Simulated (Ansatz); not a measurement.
ZrIr (CsCl type)

```xyz
2
Lattice="3.2466 0.0000 0.0000 0.0000 3.2466 0.0000 0.0000 0.0000 3.2466" Properties=species:S:1:pos:R:3 pbc="T T T"
Zr     1.6233     1.6233     1.6233
Ir     0.0000     0.0000     0.0000
```

The slice is a {100} plane (indices of the conventional cell) through the point (0.000, 0.000, 0.000) (fractional), spanned by u = [100] and v = [010] in vectors of this cell: u (3.25 Å) and v (3.25 Å, at 90° to u). It covers one period; positions are fractions (u, v).

All values below come from LDA (plane waves to 420 eV, PAW, scalar-relativistic; Ansatz, a quantum-chemistry and plane-wave program). k mesh 14×14×14. These are valence fields of a PAW run, semicore shells included where kept as valence: close to a nucleus they are smooth pseudo fields. Spin-orbit coupling is left out, though Ir is heavy. ZrIr is run without spin polarisation. ZrIr was relaxed with its symmetry unable to fall.

Problem. Sketch the valence electron density on this plane as a map.

Solution. 
```tsv
v \ u	0.00	0.10	0.20	0.30	0.40	0.50	0.60	0.70	0.80	0.90
0.90	0.9	0.9	0.5	-0.1	-0.5	-0.6	-0.5	-0.1	0.5	0.9
0.80	0.6	0.5	0.1	-0.3	-0.6	-0.7	-0.6	-0.3	0.1	0.5
0.70	-0.1	-0.1	-0.3	-0.5	-0.7	-0.7	-0.7	-0.5	-0.3	-0.1
0.60	-0.5	-0.5	-0.6	-0.7	-0.7	-0.8	-0.7	-0.7	-0.6	-0.5
0.50	-0.6	-0.6	-0.7	-0.7	-0.8	-0.8	-0.8	-0.7	-0.7	-0.6
0.40	-0.5	-0.5	-0.6	-0.7	-0.7	-0.8	-0.7	-0.7	-0.6	-0.5
0.30	-0.1	-0.1	-0.3	-0.5	-0.7	-0.7	-0.7	-0.5	-0.3	-0.1
0.20	0.6	0.5	0.1	-0.3	-0.6	-0.7	-0.6	-0.3	0.1	0.5
0.10	0.9	0.9	0.5	-0.1	-0.5	-0.6	-0.5	-0.1	0.5	0.9
0.00	1.0	0.9	0.6	-0.1	-0.5	-0.6	-0.5	-0.1	0.6	0.9
```

Values: log₁₀ of the valence density in e/Å³. The scale is logarithmic, as a density can span decades between atoms and voids.
